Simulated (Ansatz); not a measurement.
YGeO:
Space group P4/nmm, origin choice 1 (No. 129); a = 3.433 Å, b = 3.433 Å, c = 7.963 Å, α = 90.00°, β = 90.00°, γ = 90.00°

```csv
atom,site,symmetry,x,y,z
Y,2c,4mm,0.5000,0.0000,0.3312
Ge,2a,-4m2,0.0000,0.0000,0.0000
O,2c,4mm,0.0000,0.5000,0.3882
```

Relaxed with PBEsol.

Q: Which orbitals make up the states near the Fermi level in plane-wave PAW PBEsol (Ansatz code)?

A: Within 0.5 eV of the Fermi level: Y 4d 46 %, Ge 4p 43 %. Projections are on Löwdin-orthogonalised atomic valence shells; empty p or d shells of many metals are not among them.

Q: Tabulate the density of states.

A: States/eV per cell of 6 atoms, in 0.25 eV bins, energy from the Fermi level.

```
E (eV)  total  Y 4d  O 2p  Ge 4p
------  -----  ----  ----  -----
-7.85    0.56  0.04  0.00   0.19
-7.60    0.61  0.05  0.00   0.18
-7.35    0.70  0.05  0.01   0.18
-7.10    0.53  0.04  0.01   0.16
-6.85    0.42  0.03  0.01   0.14
-6.60    0.39  0.03  0.01   0.14
-6.35    0.33  0.03  0.01   0.12
-6.10    0.34  0.04  0.04   0.12
-5.85    2.04  0.42  1.07   0.27
-5.60    6.14  1.16  3.69   0.57
-5.35    4.83  0.80  2.93   0.56
-5.10    2.88  0.43  1.76   0.40
-4.85    4.96  0.85  3.44   0.37
-4.60    7.68  1.30  5.29   0.61
-4.35    7.28  1.08  5.19   0.60
-4.10    6.79  0.84  5.05   0.57
-3.85    4.97  0.41  3.73   0.57
-3.60    4.02  0.21  3.10   0.45
-3.35    1.70  0.09  0.92   0.51
-3.10    1.02  0.08  0.26   0.54
-2.85    1.03  0.09  0.22   0.59
-2.60    1.25  0.11  0.26   0.72
-2.35    1.57  0.13  0.36   0.90
-2.10    1.74  0.16  0.38   1.03
-1.85    1.68  0.16  0.29   1.08
-1.60    1.86  0.23  0.21   1.27
-1.35    1.78  0.30  0.16   1.16
-1.10    2.08  0.47  0.16   1.30
-0.85    2.02  0.57  0.12   1.20
-0.60    1.69  0.57  0.08   0.93
-0.35    1.53  0.60  0.06   0.75
-0.10    1.67  0.78  0.06   0.72
0.15     1.92  0.97  0.07   0.75
0.40     1.29  0.63  0.06   0.51
0.65     0.72  0.31  0.03   0.30
0.90     0.67  0.30  0.03   0.26
1.15     0.71  0.33  0.03   0.25
1.40     0.81  0.40  0.04   0.25
1.65     0.91  0.47  0.05   0.25
1.90     1.03  0.52  0.07   0.25
2.15     1.53  0.85  0.13   0.26
2.40     2.97  1.93  0.26   0.30
2.65     4.35  2.88  0.31   0.36
2.90     5.50  3.74  0.34   0.42
3.15     4.23  2.84  0.31   0.33
3.40     6.57  4.62  0.41   0.38
3.65     5.65  3.90  0.40   0.35
3.90     3.72  2.45  0.26   0.28
4.15     4.21  3.10  0.18   0.37
4.40     7.36  5.42  0.31   0.60
4.65     5.27  3.49  0.31   0.40
```

The start of the workflow was typed in or built on a structure type; neither database checked (COD, Materials Project) lists it. Whether it is the stable phase at ambient conditions was not checked. The PBEsol relaxation kept the symmetry of its start; whether a distortion lowers the energy is not shown. No spin polarisation was allowed. The volume moved by -16 % from the start of the relaxation. Spin–orbit coupling is left out wherever it is not named.

Potentials: the earlier of the program's two PAW sets. The files were generated under PBE; for other functionals the program regenerates the frozen cores, and for LDA and PBEsol the local potential too.
